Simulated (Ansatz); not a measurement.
Simulated powder pattern, Cu Kα, λ = 1.54184 Å (kinematic, ideal powder, no thermal factors, no anomalous dispersion; the 30 strongest lines at most, above 1 %, up to 2θ = 90°):

```
2θ (°)  d (Å)  I/Imax (%)
------  -----  ----------
32.82   2.729          24
35.57   2.524          26
37.46   2.401         100
49.17   1.853          15
58.59   1.576          17
65.13   1.432          18
68.81   1.364         2.5
70.45   1.337          19
71.65   1.317          13
75.30   1.262         2.5
79.92   1.200         3.1
84.60   1.145         2.7
```

The pattern belongs to a structure relaxed with plane-wave PAW PBE+D3(BJ) (Ansatz code).

### Question
Which compound is it?
(A) Gd, hcp (Mg type)
(B) Tl, hcp (Mg type)
(C) Cd, hcp (Mg type)
(D) Mg, hcp (Mg type)

### Answer
D, Mg, hcp (Mg type)

### Question
Give the lattice parameters.

### Answer
a = 3.151 Å, c = 5.048 Å.

Space group P6_3/mmc (hcp (Mg type)). The PBE+D3(BJ) relaxation kept the symmetry of its start. The pairwise dispersion correction was not fitted to metals. Axis ratios of metals converge slowly with the k-mesh, so a and c are less sure than the volume.

Potentials: the later of the program's two PAW sets.
